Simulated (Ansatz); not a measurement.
InP:
```xyz
8
Lattice="4.1732 0.0000 0.0000 -2.0866 3.6141 0.0000 0.0000 0.0000 13.6659" Properties=species:S:1:pos:R:3 pbc="T T T"
In     2.0866     1.2047     0.0001
P      2.0866     1.2047     2.5650
In     0.0000     0.0000     3.4180
P      0.0000     0.0000     5.9745
In     0.0000     2.4094     6.8331
P      0.0000     2.4094     9.3979
In     0.0000     0.0000    10.2509
P      0.0000     0.0000    12.8074
```

Relaxed with r²SCAN.

Map the electron localisation function on the plane through (0.667, 0.333, 0.000) spanned by u = [0, 0, 1] and v = [1, -1, 0] in lattice vectors, from r²SCAN (plane waves, PAW; program Ansatz).

x is the fraction of u, y of v (the angle between them is 90°; rows are the nearest grid lines); atoms in the plane: In at (0.00, 0.00), P at (0.19, 0.00), In at (0.25, 0.33), P at (0.44, 0.33), In at (0.50, 0.67), P at (0.69, 0.67), In at (0.75, 0.33), P at (0.94, 0.33).
```
|  .:%@*  -##-                     .:::  |
|  ::#@#.:#%*-                      :::  |
|.:::#@%+*%%*-             ....     .:::.|
|::::+##%%%#=.    ...:..:-=+++=:    .::::|
|::::-+*###+-.    .:::::-+*###+-.    .:::|
|...  .:---:.    .::::::*%%%%%%+:     ...|
|       ....     .::::::#@%+*%%*-        |
|               .:::  ::%@*  =%#-        |
|               .:::  ::%@*  =%#-        |
|               .:::  ::#@#:-%%#-        |
|:.      ....  .:--:::::*%%@@@%*:  .:---:|
|=:     ...::..:=+*=::::=#%@@@#=:..:=+++=|
|#=.   ..::::::+#%@@@=:..-+*=:::::=*#%%%#|
|%+:   .:::::::*%%@@@*:  :--::::::*%%%%%%|
|%*-   .::   ::#@#:-%#-   :::   ::#@#.:#%|
|%#-   :::   ::%@*  =#-   :::   ::%@*  =%|
|%#-   :::   ::%@*  =#-   :::   ::%@*  =%|
|@*:  .:::...::#@%+*%*:   .:::.:::#@%#%@@|
|%*:  :--::::::*%%%%%+:   .:::::::*%%@@@%|
|-::.-+#%#+-::.:+*###-.    .::::::-+#%#+-|
|::::=#%@@@#=:..:=+++:     ...::..:=+*=::|
|..::#@%#%@@#-    ...              .:::..|
|  ::#@#:-%%#-                     .:::  |
|  .:%@*  -##-                     .:::  |
```
Scale: ten equal steps from 0.000 (start of ' ') to 0.904 (end of '@'), in the order ' .:-=+*#%@'; x runs from 0.000 to 1.00, y from 0.000 (bottom) to 1.00 (top).

The density is the valence pseudo-density with augmentation charge, so density and ELF within about 1 Å of a nucleus are not all-electron values.

Space group P6_3mc. The start of the workflow was typed in or built on a structure type; the Crystallography Open Database copy checked does not list it. It is not the phase usual at ambient conditions (space group No. 216). The r²SCAN relaxation kept the symmetry of its start; whether a distortion lowers the energy is not shown.

Potentials: the earlier of the program's two PAW sets.
